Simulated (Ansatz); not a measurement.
Level of theory: Ansatz, DFT PBEsol, scalar-relativistic, plane waves, PAW.

Structure of SrCd$_{2}$Sb$_{2}$:

```
Sr Cd Sb
1.0
     4.70097    0.00000    0.00000
    -2.35048    4.07116    0.00000
     0.00000    0.00000    7.73462
Sr Cd Sb
1 2 2
Direct
  0.00000 0.00000 0.00000
  0.33333 0.66667 0.63178
  0.66667 0.33333 0.36822
  0.33333 0.66667 0.24939
  0.66667 0.33333 0.75061
```

Settings: cutoff 420 eV, Γ-centred mesh 12×12×6 on the computed 5-atom cell, Gaussian smearing of 0.10 eV; no spin polarisation.

Levels along Γ–M–K–Γ–A–L–H–A | L–M | H–K, in eV from the Fermi level, sorted by energy at each point. Points in fractions of the primitive reciprocal vectors: Γ (0.000 0.000 0.000), M (0.500 0.000 0.000), K (0.333 0.333 0.000), A (0.000 0.000 0.500), L (0.500 0.000 0.500), H (0.333 0.333 0.500).
```tsv
point	k (1/Å, with 2π)	band 36	band 37	band 38	band 39	band 40	band 41	band 42
Γ	0.000	-1.33	-1.33	-0.28	0.02	0.02	0.23	0.61
-	0.110	-1.76	-1.37	-0.60	-0.11	-0.10	0.34	1.03
-	0.221	-2.47	-1.49	-1.44	-0.39	-0.34	0.86	1.36
-	0.331	-3.19	-2.18	-1.65	-0.73	-0.70	1.05	1.57
-	0.441	-3.87	-2.75	-1.82	-1.15	-0.98	0.85	1.80
-	0.551	-4.06	-3.01	-1.98	-1.55	-1.19	0.64	1.98
-	0.661	-4.15	-2.89	-2.08	-1.92	-1.32	0.48	2.09
M	0.772	-4.21	-2.74	-2.12	-2.11	-1.36	0.43	2.14
-	0.835	-4.22	-2.73	-2.23	-2.11	-1.39	0.57	2.16
-	0.899	-4.25	-2.70	-2.51	-2.10	-1.47	0.93	2.23
-	0.963	-4.30	-2.85	-2.64	-2.08	-1.57	1.40	2.29
-	1.026	-4.37	-3.18	-2.56	-2.08	-1.69	1.90	2.29
-	1.090	-4.44	-3.46	-2.47	-2.10	-1.79	2.18	2.29
-	1.153	-4.51	-3.65	-2.36	-2.15	-1.87	2.08	2.42
K	1.217	-4.57	-3.71	-2.24	-2.24	-1.90	2.04	2.45
-	1.345	-4.47	-3.52	-2.52	-2.07	-1.75	2.15	2.31
-	1.472	-4.25	-3.18	-2.75	-1.90	-1.40	1.90	2.56
-	1.599	-4.01	-3.04	-2.42	-1.61	-0.99	1.62	2.25
-	1.726	-3.41	-2.51	-1.94	-1.21	-0.59	1.46	1.79
-	1.854	-2.66	-1.70	-1.56	-0.70	-0.25	1.15	1.36
-	1.981	-1.86	-1.39	-0.72	-0.21	-0.06	0.43	1.09
Γ	2.108	-1.33	-1.33	-0.28	0.02	0.02	0.23	0.61
-	2.166	-1.32	-1.32	-0.37	-0.01	-0.01	0.10	0.82
-	2.224	-1.28	-1.28	-0.65	-0.09	-0.09	0.01	1.10
-	2.282	-1.23	-1.23	-1.02	-0.21	-0.21	0.00	1.27
-	2.340	-1.39	-1.15	-1.15	-0.35	-0.35	0.01	1.32
-	2.398	-1.72	-1.06	-1.06	-0.49	-0.49	0.03	1.32
-	2.456	-1.97	-0.95	-0.95	-0.63	-0.63	0.04	1.30
A	2.514	-2.07	-0.88	-0.88	-0.71	-0.71	0.05	1.30
-	2.625	-2.06	-1.32	-1.02	-0.98	-0.73	0.57	1.45
-	2.735	-2.37	-1.77	-1.39	-1.25	-0.79	1.01	1.85
-	2.845	-3.13	-1.77	-1.66	-1.56	-0.86	1.14	1.68
-	2.955	-3.83	-2.05	-1.85	-1.47	-0.95	1.14	1.36
-	3.066	-4.38	-2.23	-2.08	-1.27	-1.02	1.07	1.27
-	3.176	-4.69	-2.32	-2.23	-1.10	-1.08	1.00	1.28
L	3.286	-4.82	-2.35	-2.28	-1.10	-1.03	0.95	1.22
-	3.350	-4.81	-2.34	-2.34	-1.20	-1.05	0.98	1.30
-	3.413	-4.79	-2.50	-2.32	-1.43	-1.10	1.05	1.51
-	3.477	-4.76	-2.71	-2.32	-1.68	-1.18	1.15	1.62
-	3.541	-4.73	-2.92	-2.38	-1.82	-1.29	1.26	1.61
-	3.604	-4.71	-3.09	-2.52	-1.82	-1.41	1.37	1.57
-	3.668	-4.71	-3.20	-2.64	-1.75	-1.53	1.47	1.54
H	3.732	-4.73	-3.24	-2.68	-1.64	-1.64	1.52	1.52
-	3.859	-4.65	-3.11	-2.52	-1.83	-1.44	1.44	1.52
-	3.986	-4.49	-2.77	-2.13	-1.95	-1.35	1.32	1.58
-	4.114	-4.12	-2.31	-1.95	-1.66	-1.42	1.30	1.75
-	4.241	-3.43	-1.83	-1.77	-1.60	-1.24	1.34	2.04
-	4.368	-2.58	-1.76	-1.53	-1.24	-0.98	1.24	1.96
-	4.495	-2.07	-1.44	-1.13	-0.88	-0.82	0.69	1.49
A	4.623	-2.07	-0.88	-0.88	-0.71	-0.71	0.05	1.30
L	4.623	-4.82	-2.35	-2.28	-1.10	-1.03	0.95	1.22
-	4.681	-4.76	-2.37	-2.27	-1.11	-1.09	0.92	1.23
-	4.739	-4.66	-2.43	-2.25	-1.26	-1.14	0.82	1.27
-	4.797	-4.54	-2.52	-2.23	-1.48	-1.19	0.69	1.40
-	4.855	-4.43	-2.60	-2.19	-1.71	-1.25	0.58	1.58
-	4.913	-4.32	-2.68	-2.15	-1.92	-1.30	0.49	1.80
-	4.971	-4.24	-2.73	-2.12	-2.06	-1.34	0.44	2.01
M	5.029	-4.21	-2.74	-2.12	-2.11	-1.36	0.43	2.14
H	5.029	-4.73	-3.24	-2.68	-1.64	-1.64	1.52	1.52
-	5.087	-4.72	-3.29	-2.62	-1.68	-1.68	1.57	1.57
-	5.145	-4.70	-3.39	-2.48	-1.77	-1.77	1.70	1.70
-	5.203	-4.67	-3.49	-2.32	-1.89	-1.89	1.88	1.88
-	5.261	-4.63	-3.59	-2.16	-2.02	-2.02	2.08	2.08
-	5.319	-4.60	-3.66	-2.14	-2.14	-2.02	2.21	2.27
-	5.377	-4.58	-3.70	-2.21	-2.21	-1.93	2.08	2.40
K	5.435	-4.57	-3.71	-2.24	-2.24	-1.90	2.04	2.45
```

Spin-orbit coupling is left out, which matters for the bands of heavy elements.

Cost: 1 run of about 3.9 core-minutes, on Arm Neoverse V1 (shared hosts).